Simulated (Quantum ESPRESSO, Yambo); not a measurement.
CdCl2 (space group R-3m, No. 166): static response along x against the Γ-centred k mesh (Yambo on norm-conserving PBEsol (Quantum ESPRESSO, 102 Ry, without SOC) bands; 62 bands, 4 Ry block). The smallest direct PBEsol gap is 3.54 eV. Axes are Cartesian, with cell vectors (Å) (1.93, 1.11, 6.11), (-1.93, 1.11, 6.11), (0.00, -2.23, 6.11).

```json
[
 {"k mesh": "2×2×2", "ε(0), independent particles": "5.18", "ε(0), RPA with local fields": "4.67"},
 {"k mesh": "4×4×4", "ε(0), independent particles": "4.00", "ε(0), RPA with local fields": "3.55"},
 {"k mesh": "6×6×6", "ε(0), independent particles": "___", "ε(0), RPA with local fields": "___"}
]
```

What does the densest mesh give?


- 6×6×6, ε(0), independent particles: 3.92
- 6×6×6, ε(0), RPA with local fields: 3.48

The last step changes the RPA value by 2.2 %. Electronic response only; costs are rough.

Geometry of the Materials Project entry, not relaxed at this level; primitive cell a = b = c = 6.499 Å, α = β = γ = 34.52°.

The distance between layers or molecules is the database entry's, not relaxed here. Functionals without dispersion can leave it too large, which widens gaps and weakens the response across layers: the numbers belong to this cell.
